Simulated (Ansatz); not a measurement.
Relaxed-ion elastic tensor of CuAu in space group R-3m (No. 166; Cu on 3b, Au on 3a) in GPa (Voigt order), PBEsol (plane waves, PAW; program Ansatz); density 14.92 g/cm³, 14.50 Å³ per atom.

```
  212    147    136  -24.4    0.0    0.0
  147    212    136   24.4    0.0    0.0
  136    136    249    0.0    0.0    0.0
-24.4   24.4    0.0   50.6    0.0    0.0
  0.0    0.0    0.0    0.0   50.6  -24.4
  0.0    0.0    0.0    0.0  -24.4   32.2
```

### Question
Is the crystal mechanically stable?

### Answer
Yes: the smallest eigenvalue of C is 15.3 GPa.

### Question
Work out the Voigt, Reuss and Hill averages.

### Answer
K_V = 168, K_R = 167, K_H = 168; G_V = 43.6, G_R = 27.9, G_H = 35.7 GPa.

### Question
Give Young's modulus, Poisson's ratio, Pugh's ratio and the universal anisotropy index.

### Answer
E = 9KG/(3K + G) = 100 GPa; ν = 0.40; K/G = 4.69 (ductile by the Pugh limit of 1.75); A_U = 5G_V/G_R + K_V/K_R − 6 = 2.82.

### Question
Estimate the sound speeds and the Debye temperature.

### Answer
v_l = √((K + 4G/3)/ρ) = 3800 m/s, v_t = √(G/ρ) = 1550 m/s, mean 1750 m/s; Θ = (h/k)(3n/4πV)^(1/3) v_m = 214 K.

### Question
Solve the Christoffel equation for the three sound speeds along x, y, z.

### Answer
Eigenvalues of C_ijkl n_j n_l equal ρv². In km/s, slowest first: x 1.01, 2.13, 3.77; y 1.47, 1.77, 3.80; z 1.84, 1.84, 4.08.

### Question
How much does each axis shrink under pressure?

### Answer
Linear compressibilities β_i = Σ_j S_ij (j = 1 to 3): x 2.2, y 2.2, z 1.7 per TPa.

The first step of the workflow began from a Materials Project structure, measured or hypothetical; the Crystallography Open Database copy checked does not list it. It is not the phase usual at ambient conditions (space group No. 123). The cell was relaxed with PBEsol under the symmetry of its start; its stability against distortions is not shown here. The run is not spin-polarised. As this level gives no gap, shear constants depend on the k-mesh and smearing (Fermi–Dirac, 0.1 eV here). Scalar-relativistic: spin–orbit coupling is off unless named, which matters more the heavier the elements.

Potentials: the later of the program's two PAW sets.
